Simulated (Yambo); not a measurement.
Yambo run on Ba₂MgWO₆ (space group Fm-3m, No. 225). The wavefunctions come from this Quantum ESPRESSO step (PBEsol, PseudoDojo standard norm-conserving files, scalar-relativistic):

```
&CONTROL
  calculation = 'nscf'
  pseudo_dir = './pseudo'
  outdir = './out'
/
&SYSTEM
  ibrav = 0
  nat = 10
  ntyp = 4
  ecutwfc = 84.0
  ecutrho = 336.0
  occupations = 'fixed'
  force_symmorphic = .true.
  nbnd = 217
  nosym = .true.
/
&ELECTRONS
  conv_thr = 1e-08
  diago_full_acc = .true.
  diago_thr_init = 1e-08
/
ATOMIC_SPECIES
O 15.9990 O.upf
Mg 24.3050 Mg.upf
Ba 137.3270 Ba.upf
W 183.8400 W.upf
CELL_PARAMETERS angstrom
  0.000000000000   4.118180000000   4.118180000000
  4.118180000000   0.000000000000   4.118180000000
  4.118180000000   4.118180000000   0.000000000000
ATOMIC_POSITIONS crystal
O   0.761320000000   0.761320000000   0.238680000000
O   0.238680000000   0.238680000000   0.761320000000
O   0.238680000000   0.761320000000   0.761320000000
O   0.761320000000   0.238680000000   0.238680000000
O   0.761320000000   0.238680000000   0.761320000000
O   0.238680000000   0.761320000000   0.238680000000
Mg   0.500000000000   0.500000000000   0.500000000000
Ba   0.750000000000   0.750000000000   0.750000000000
Ba   0.250000000000   0.250000000000   0.250000000000
W   0.000000000000   0.000000000000   0.000000000000
K_POINTS automatic
2 2 2 0 0 0
```

Yambo input:

```
rim_cut
gw0
dyson
el_el_corr
HF_and_locXC
ppa
em1d
RandQpts= 1000000
RandGvec= 1 Ry
EXXRLvcs= 84 Ry
VXCRLvcs= 336 Ry
Chimod= "HARTREE"
% BndsRnXp
 3 | 214 |
%
NGsBlkXp= 7 Ry
% LongDrXp
 1.0 | 1.0 | 1.0 |
%
PPAPntXp= 27.2114 eV
% GbndRnge
 1 | 214 |
%
GTermKind= "BG"
DysSolver= "n"
ExtendOut
% QPkrange
 1 | 1 | 40 | 40 |
 6 | 6 | 40 | 41 |
%
```

k points by index: 1 = Γ, 6 = X.

Resulting energies as the program prints them:

```
#    K-point    Band    Eo [eV]    E [eV]    E-Eo [eV]    Vxc [eV]    Vnlxc [eV]    Sc|Eo [eV]    Sc|E [eV]    dSc/dw|Eo [eV]    Re(Z)    Im(Z)
#
    1    40    0.000000    -0.488232    -0.488232    -19.58570    -24.75720    4.540172    4.683270    -7.973599    0.773379    -0.001247
    6    40    -0.047671    -0.548014    -0.500343    -19.46073    -24.60862    4.501462    4.647541    -7.942661    0.774059    -0.001271
    6    41    2.734469    3.975145    1.240676    -16.24817    -10.79246    -3.929580    -4.215034    -6.259957    0.812972    -0.001761
```
(The two width columns are left out.) Convergence of these settings isn't established.

Spin-orbit coupling is not included.

Geometry of the Materials Project entry, not relaxed at this level.
